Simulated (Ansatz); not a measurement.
The relaxed structure here is a generated cell of Al2O3: the first start was made by placing the elements on the sites of a structure type, and the end was not matched to a known phase here, so it may be hypothetical. Known forms of Al2O3 include space group No. 167.

A relaxed structure of Al₂O₃. These are PBEsol (plane waves to 420 eV, PAW, scalar-relativistic; Ansatz, a first-principles code) values and carry that method's errors.

```cif
data_Al8O12
_chemical_formula_sum 'Al8 O12'
_space_group_name_H-M_alt 'P 1'
_space_group_IT_number 1
_cell_length_a 8.87429
_cell_length_b 2.67020
_cell_length_c 7.19733
_cell_angle_alpha 90.000
_cell_angle_beta 90.000
_cell_angle_gamma 90.000
loop_
_space_group_symop_operation_xyz
  'x, y, z'
loop_
_atom_site_label
_atom_site_type_symbol
_atom_site_fract_x
_atom_site_fract_y
_atom_site_fract_z
_atom_site_occupancy
Al1 Al 0.49989 0.75000 0.68596 1
Al2 Al 0.99989 0.75000 0.81404 1
Al3 Al 0.50011 0.25000 0.31404 1
Al4 Al 0.00011 0.25000 0.18596 1
Al5 Al 0.20172 0.75000 0.52238 1
Al6 Al 0.70172 0.75000 0.97762 1
Al7 Al 0.79828 0.25000 0.47762 1
Al8 Al 0.29828 0.25000 0.02238 1
O1 O 0.86919 0.75000 0.62272 1
O2 O 0.36919 0.75000 0.87728 1
O3 O 0.13081 0.25000 0.37728 1
O4 O 0.63081 0.25000 0.12272 1
O5 O 0.87588 0.75000 0.28074 1
O6 O 0.37588 0.75000 0.21926 1
O7 O 0.12412 0.25000 0.71926 1
O8 O 0.62412 0.25000 0.78074 1
O9 O 0.11707 0.75000 0.04816 1
O10 O 0.61707 0.75000 0.45184 1
O11 O 0.88293 0.25000 0.95184 1
O12 O 0.38293 0.25000 0.54816 1
```

Task: Find the space group and the Wyckoff positions (tolerance 0.01 Å).

Result: Space group Pnma (No. 62); a = 8.8743 Å, b = 2.6702 Å, c = 7.1973 Å, α = 90.00°, β = 90.00°, γ = 90.00°

```csv
atom,site,symmetry,x,y,z
Al,4c,.m.,0.0001,0.2500,0.1860
Al,4c,.m.,0.2983,0.2500,0.0224
O,4c,.m.,0.1308,0.2500,0.3773
O,4c,.m.,0.1241,0.2500,0.7193
O,4c,.m.,0.1171,0.7500,0.0482
```

Task: Give the shortest distances between elements (the closest pairs, up to four, under 3.6 Å).

Result: Al–O 1.80 Å; O–O 2.46 Å; Al–Al 2.67 Å.

Volume per atom: 8.53 Å³
Band gap: 4.18 eV, direct at Γ (no spin-orbit coupling)

No spin polarisation in the result.

The run could not lose the symmetry of its start, so the end can be a saddle point.
